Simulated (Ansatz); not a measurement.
## Kick test of a cell of TlGa3Si

The structure comes from a proposed guess, relaxed at this level; another structure or a mixture of phases may lie lower.

Computed with Ansatz 0.2.0, DFT PBE, scalar-relativistic, plane waves, PAW. Plane waves to 420 eV, a k mesh through Γ of 8×8×4 on the computed 10-atom cell and Gaussian smearing (0.10 eV); no spin polarisation.

The cell below (10 atoms, space group P4/nmm (No. 129)) is relaxed within its symmetry.

```
Tl Ga Si
1.0
     4.52209    0.00000    0.00000
     0.00000    4.52209    0.00000
     0.00000    0.00000   10.50314
Tl Ga Si
2 6 2
Direct
  0.00000 0.50000 0.74806
  0.50000 0.00000 0.25194
  0.00000 0.50000 0.35893
  0.50000 0.00000 0.64107
  0.50000 0.50000 0.00000
  0.00000 0.00000 0.00000
  0.50000 0.50000 0.50000
  0.00000 0.00000 0.50000
  0.00000 0.50000 0.12322
  0.50000 0.00000 0.87678
```

For the test it was strained at random (σ = 1.5 % a component), the atoms were moved at random (σ = 0.15 Å), and all was relaxed again on a coarse 6×6×2 mesh (in the run’s order of axes) with 0.20 eV smearing, with no symmetry imposed.

These runs have no spin–orbit coupling, which can matter for Tl.

Task: What happens?

Result: It returns, within 1 meV/atom of the unmoved cell on that mesh and with the same symmetry when read at 0.1 Å (P2_1/m at 0.01 Å, so small strains and shifts remain). So it is stable against the distortions that fit this cell and that this random move excites. Modes that don't fit the cell aren't tested.
